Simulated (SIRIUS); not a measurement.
Consider a self-consistent single point of TiAl3 (I4/mmm, 8 atoms in the cell; from Materials Project mp-542915, changed as shown).

```yaml
crystal:
  lattice:
    - [3.74577, 0.00000, 0.00000]
    - [0.00000, 3.74577, 0.00000]
    - [0.00000, 0.00000, 8.39011]
  atoms:
    - { symbol: Ti, position: [0.00000, 0.00000, 0.00000] }
    - { symbol: Ti, position: [0.50000, 0.50000, 0.50000] }
    - { symbol: Al, position: [0.50000, 0.50000, 0.00000] }
    - { symbol: Al, position: [0.00000, 0.50000, 0.25000] }
    - { symbol: Al, position: [0.50000, 0.00000, 0.25000] }
    - { symbol: Al, position: [0.00000, 0.00000, 0.50000] }
    - { symbol: Al, position: [0.50000, 0.00000, 0.75000] }
    - { symbol: Al, position: [0.00000, 0.50000, 0.75000] }
```

Level of theory: PBE, GBRV PBE ultrasoft pseudopotentials (plane waves; SIRIUS).

SIRIUS settings:

```
key                                                                   value
--------------------------------------  -----------------------------------
parameters.ngridk                                                     6 6 4
parameters.xc_functionals                      [XC_GGA_X_PBE, XC_GGA_C_PBE]
parameters.gk_cutoff                                           6.325 1/bohr
parameters.pw_cutoff                                          14.143 1/bohr
parameters.smearing                                             fermi_dirac
parameters.smearing_width                                     0.00367493 Ha
potentials                              GBRV PBE ultrasoft pseudopotentials
parameters.electronic_structure_method                      pseudopotential
parameters.num_bands                                                     25
parameters.num_mag_dims                                                   0
parameters.num_dft_iter                                                 100
parameters.energy_tol                                              1e-07 Ha
parameters.density_tol                                                1e-06
mixer.type                                                         anderson
mixer.beta                                                              0.5
mixer.use_hartree                                                     false
```

Results:

* **Number of valence electrons**: 42
* **Number of bands**: 25
* **Number of k-points after the program's reduction**: 30
* **Number of plane waves (most at a k-point)**: 3416
* **Number of SCF iterations**: 38
* **FFT grid**: 36 × 36 × 75
* **Free energy E − TS**: -3795.5523 eV
* **Fermi level (on the code's own zero)**: 10.41 eV
* **Pressure**: 9.76 GPa

Stress (GPa, positive for compression):
```
9.86  0.00  0.00
0.00  9.86  0.00
0.00  0.00  9.57
```

For comparison: a first run was changed to give this one (lattice scaled by 0.98), and from it to this one the free energy rises by 32.6 meV/atom and the pressure goes from 2.00 to 9.76 GPa.

The structure comes from a collection of computed structures, made at another level of theory; the collection holds predicted forms beside known ones. No clean gap shows at this smearing width and mesh (spacing up to 0.28 Å⁻¹); the mesh is coarse for partly filled bands, so the values carry mesh errors.

Cost on one core: roughly 70 core-seconds.
